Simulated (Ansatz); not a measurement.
CoO (rock salt)

```xyz
2
Lattice="0.0000 2.1239 2.1239 2.1239 0.0000 2.1239 2.1239 2.1239 0.0000" Properties=species:S:1:pos:R:3 pbc="T T T"
O      0.0000     0.0000     0.0000
Co     2.1239     2.1239     2.1239
```

The slice is a {100} plane (indices of the conventional cell) through the point (0.000, 0.000, 0.000) (fractional), spanned by u = [100] and v = [0 1 -1] in vectors of this cell: u (3.00 Å) and v (3.00 Å, at 90° to u). It covers one period; positions are fractions (u, v).

Level of theory: PBE (plane waves to 420 eV, PAW, scalar-relativistic; Ansatz, a program for electronic structure). k mesh 19×19×19. These are valence fields of a PAW run, semicore shells included where kept as valence: close to a nucleus they are smooth pseudo fields. CoO is run spin-polarised and with no Hubbard U; the real compound is an antiferromagnetic insulator, a state that this run doesn't describe. CoO was relaxed with its symmetry unable to fall. Relaxed CoO ends ferromagnetic. Other magnetic orders were not checked, so this need not be the ground state.

Three fields on this plane, each scaled to ten steps between its own extremes (0 low, 9 high; the total valence density on a logarithmic scale, the potential cut 8 eV below its top; x marks points blanked near nuclei; v = 0 in the bottom row):

Map A
```
|xxxxxx952101259xxxxx|
|xxxxxx853212358xxxxx|
|xxxxxx754444457xxxxx|
|xxxxx97789998779xxxx|
|xxxx988xxxxxxx889xxx|
|998778xxxxxxxxx87789|
|55557xxxxxxxxxxx7555|
|22348xxxxxxxxxxx8432|
|01249xxxxxxxxxxx9421|
|00149xxxxxxxxxxx9410|
|01249xxxxxxxxxxx9421|
|22348xxxxxxxxxxx8432|
|55557xxxxxxxxxxx7555|
|998778xxxxxxxxx87789|
|xxxx988xxxxxxx889xxx|
|xxxxx97789998779xxxx|
|xxxxxx754444457xxxxx|
|xxxxxx853212358xxxxx|
|xxxxxx952101259xxxxx|
|xxxxxx952000259xxxxx|
```

Map B
```
|xxxxxx100000001xxxxx|
|xxxxxx100111001xxxxx|
|xxxxxx123333321xxxxx|
|xxxxx24688888642xxxx|
|xxxx259xxxxxxx952xxx|
|111149xxxxxxxxx94111|
|00026xxxxxxxxxxx6200|
|00038xxxxxxxxxxx8300|
|00138xxxxxxxxxxx8310|
|00138xxxxxxxxxxx8310|
|00138xxxxxxxxxxx8310|
|00038xxxxxxxxxxx8300|
|00026xxxxxxxxxxx6200|
|111149xxxxxxxxx94111|
|xxxx259xxxxxxx952xxx|
|xxxxx24688888642xxxx|
|xxxxxx123333321xxxxx|
|xxxxxx100111001xxxxx|
|xxxxxx100000001xxxxx|
|xxxxxx100000001xxxxx|
```

Map C
```
|xxxxxx941000149xxxxx|
|xxxxxx720000027xxxxx|
|xxxxxx300000003xxxxx|
|xxxxx40001110004xxxx|
|xxxx400xxxxxxx004xxx|
|997300xxxxxxxxx00379|
|54200xxxxxxxxxxx0024|
|11000xxxxxxxxxxx0001|
|00001xxxxxxxxxxx1000|
|00001xxxxxxxxxxx1000|
|00001xxxxxxxxxxx1000|
|11000xxxxxxxxxxx0001|
|54200xxxxxxxxxxx0024|
|997300xxxxxxxxx00379|
|xxxx400xxxxxxx004xxx|
|xxxxx40001110004xxxx|
|xxxxxx300000003xxxxx|
|xxxxxx720000027xxxxx|
|xxxxxx941000149xxxxx|
|xxxxxx951000159xxxxx|
```

Task: Assign the maps to these fields: electron localisation function (ELF); valence electron density; spin density, up minus down.

Result: A is the valence electron density; B is the spin density, up minus down; C is the electron localisation function (ELF).
